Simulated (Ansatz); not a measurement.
**Conduction electrons in Mo (Im-3m)**

```
Mo
1.0
    -1.56455    1.56455    1.56455
     1.56455   -1.56455    1.56455
     1.56455    1.56455   -1.56455
Mo
1
Cartesian
  0.0000 0.0000 0.0000
```

The conventional cell has a = 3.129 Å, b = 3.129 Å, c = 3.129 Å, α = 90.00°, β = 90.00°, γ = 90.00°. Mo (atom 1) has 8 Mo at 2.71 Å as nearest neighbours.

Computed, not measured; unless marked otherwise by PBEsol, all-electron LAPW in Ansatz 0.2.0, with spin-orbit coupling. k mesh 16×16×16, fine mesh 18×18×18, Fermi-Dirac smearing of 0.080 eV, basis error target 1 meV/atom. The cell was relaxed by PAW under this functional.

Levels and slopes are solved on a 18×18×18 mesh, and each state is taken as quadratic over its cell.

**Question.** What is the density of states at the Fermi level, and which bare Sommerfeld coefficient follows?

**Answer.** N(E_F) = 0.583 states/eV/atom (both spins), so γ = (π²/3) k_B² N(E_F) = 1.37 mJ/(mol-atom K²) without electron-phonon or spin-fluctuation enhancement.

**Question.** What Drude plasma energy and σ/τ do the band velocities give?

**Answer.** (ħω_p,α)² = (e²/ε₀VN_k) Σ_nkσ (∂E/∂k_α)² δ(E − E_F) gives ħω_p = (8.97, 8.97, 8.97) eV along x, y, z, and σ/τ = ε₀ω_p² = 16.4×10²⁰ Ω⁻¹m⁻¹s⁻¹ along x. Weighted by the density of states, the mean Fermi speed is 0.849×10⁶ m/s; the surface has an area of 26.4 Å⁻² for each spin direction.

**Question.** Which bands cross the Fermi level, and what do they carry?

**Answer.** 

| band | filled part | N (states/eV/cell) | speed (10⁶ m/s) | 5th to 95th percentile | area (Å⁻²) | filling |
| --- | --- | --- | --- | --- | --- | --- |
| 1 | 0.90 | 0.107 | 1.16 | 0.90 to 1.51 | 13.3 | partly filled |
| 2 | 0.90 | 0.107 | 1.16 | 0.90 to 1.51 | 13.3 | partly filled |
| 3 | 0.10 | 0.164 | 0.652 | 0.36 to 0.98 | 11.4 | partly filled |
| 4 | 0.10 | 0.164 | 0.652 | 0.36 to 0.98 | 11.4 | partly filled |
| 5 | 0.01 | 0.0201 | 0.787 | 0.65 to 0.94 | 1.69 | nearly empty |
| 6 | 0.01 | 0.0201 | 0.787 | 0.65 to 0.94 | 1.69 | nearly empty |

**Question.** Map the plane k₃ = 1/2 of the mesh: how many bands lie under the Fermi level at each point, counted from the least on the plane?

**Answer.** k₁ runs to the right and k₂ upwards, each from −½ to ½ with 0 in the middle (the axes needn't be at right angles):
```
000022222002222200
000022222202222220
000022222222222222
222222222222222222
222222222222222222
222222222222222222
222222222222222222
022222220002222200
002222220002222220
000222220002222222
222222222222222222
222222222222222222
222222222222222222
222222222222222222
022222222222222000
002222220222222000
000222220022222000
000022220002222000
```

**Question.** What does PAW give for the same cell?

**Answer.** N(E_F) = 0.583 states/eV/atom and ħω_p,x = 8.97 eV.

**Question.** And without spin-orbit coupling?

**Answer.** N(E_F) = 0.582 states/eV/atom and ħω_p,x = 8.96 eV, on a 24×24×24 mesh.

Keep in mind: these sums move with the mesh, by several per cent and more for small sheets; the frozen-core PAW files of the compared runs were fitted under PBE, their cores solved anew for this functional.
